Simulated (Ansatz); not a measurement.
The end of the path is a generated cell of AlOs: the first start was made by placing the elements on the sites of a structure type, and the end was not matched to a known phase here, so it may be hypothetical.

A geometry of AlOs away from equilibrium: step 19 of the relaxation of a generated cell, AlOs placed in the AFLOW prototype AB_hP12_194_df_ce (B18, as in CuS). Calculation: PBE (plane waves to 420 eV, PAW, scalar-relativistic; Ansatz, an electronic-structure program). Γ-centred k-mesh 9×9×2 on the run's cell (coarser than for final values), Fermi–Dirac smearing 0.05 eV. The plane waves were selected for a different cell earlier on the path.

```
CELL_PARAMETERS angstrom
      4.32483     0.00000     0.00000
     -2.16242     3.74541     0.00000
      0.00000     0.00000    11.15300
ATOMIC_POSITIONS crystal
  Os 0.33333 0.66667 0.75000
  Os 0.66667 0.33333 0.25000
  Os 0.33333 0.66667 0.00887
  Os 0.66667 0.33333 0.50887
  Os 0.66667 0.33333 0.99113
  Os 0.33333 0.66667 0.49113
  Al 0.33333 0.66667 0.25000
  Al 0.66667 0.33333 0.75000
  Al 0.00000 0.00000 0.12384
  Al 0.00000 0.00000 0.62384
  Al 0.00000 0.00000 0.87616
  Al 0.00000 0.00000 0.37616
```

What forces act on the atoms (eV/Å)?


```json
[
 {"atom": "Os1", "Fx": "0.00", "Fy": "0.00", "Fz": "0.00"},
 {"atom": "Os2", "Fx": "0.00", "Fy": "0.00", "Fz": "0.00"},
 {"atom": "Os3", "Fx": "0.00", "Fy": "0.00", "Fz": "-1.02"},
 {"atom": "Os4", "Fx": "0.00", "Fy": "0.00", "Fz": "-1.02"},
 {"atom": "Os5", "Fx": "0.00", "Fy": "0.00", "Fz": "1.02"},
 {"atom": "Os6", "Fx": "0.00", "Fy": "0.00", "Fz": "1.02"},
 {"atom": "Al7", "Fx": "0.00", "Fy": "0.00", "Fz": "0.00"},
 {"atom": "Al8", "Fx": "0.00", "Fy": "0.00", "Fz": "0.00"},
 {"atom": "Al9", "Fx": "0.00", "Fy": "0.00", "Fz": "0.22"},
 {"atom": "Al10", "Fx": "0.00", "Fy": "0.00", "Fz": "0.22"},
 {"atom": "Al11", "Fx": "0.00", "Fy": "0.00", "Fz": "-0.22"},
 {"atom": "Al12", "Fx": "0.00", "Fy": "0.00", "Fz": "-0.22"}
]
```

The path ends in P6₃/mmc (No. 194). No spin polarisation in the result.

The run could not lose the symmetry of its start: the end is stationary, and may be a saddle point rather than a minimum.
